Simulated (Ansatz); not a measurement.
Task: Each is relaxed and computed with DFT-PBE in the program Ansatz with PAW potentials. Which is the only metal?
A. HfO2, P6_3/mmc (Hf on 2c, O on 4f)
B. CeO2, fluorite
C. LiGeN, P6_3mc (Li on 2b, Ge on 2a, N on 2b)
D. HfGe2, fluorite

Result: D, HfGe2, fluorite. HfGe2: metal; HfO2: gap 1.78 eV (indirect); LiGeN: gap 1.45 eV (indirect); CeO2: gap 1.89 eV (indirect). The 4f shell is in the valence, and the state reached may lie above the lowest one. Constructed cells (a structure type filled with these elements, in neither database checked): HfGe2, fluorite; HfO2, P6_3/mmc (Hf on 2c, O on 4f). Not the usual ambient phase: HfO2, P6_3/mmc (Hf on 2c, O on 4f). Standing as an ambient phase not checked: LiGeN, P6_3mc (Li on 2b, Ge on 2a, N on 2b). Began spin-polarised and lost the moments: CeO2, fluorite. Weakly bound layers, chains or molecules computed without a dispersion correction, so cells and soft constants are ill determined: HfO2, P6_3/mmc (Hf on 2c, O on 4f). All cells were relaxed under the symmetry of their starts (and spin orders); stability against distortions was not tested throughout. Rows with no word on spin ran without spin polarisation. No Hubbard U is applied. Spin–orbit coupling is left out wherever it is not named.

Potentials: the later of the program's two PAW sets.
